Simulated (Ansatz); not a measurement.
Here is the system:

K$_{2}$S:
```
K2S
1.0
    0.00000     3.73106     3.73106
    3.73106     0.00000     3.73106
    3.73106     3.73106     0.00000
K S
2 1
Direct
  0.25000   0.25000   0.25000
  0.75000   0.75000   0.75000
  0.00000   0.00000   0.00000
```

This is the PBE-relaxed structure.

**Question.** All from DFT-PBE in the program Ansatz with PAW potentials, unless another level is named. Give the Hill bulk and shear moduli.

**Answer.** 18.3 and 9.7 GPa.

**Question.** Predict the zero-point energy.

**Answer.** 22.4 meV/atom.

**Question.** Give the vibrational entropy at 300 K.

**Answer.** 40.6 J/(K·mol of atoms).

**Question.** And the highest zone-centre frequency (without LO–TO term)?

**Answer.** 156 cm^-1.

Space group Fm-3m (anti-fluorite). The PBE relaxation kept the symmetry of its start; phonons on a q-mesh show no instability.

Potentials: the later of the program's two PAW sets.
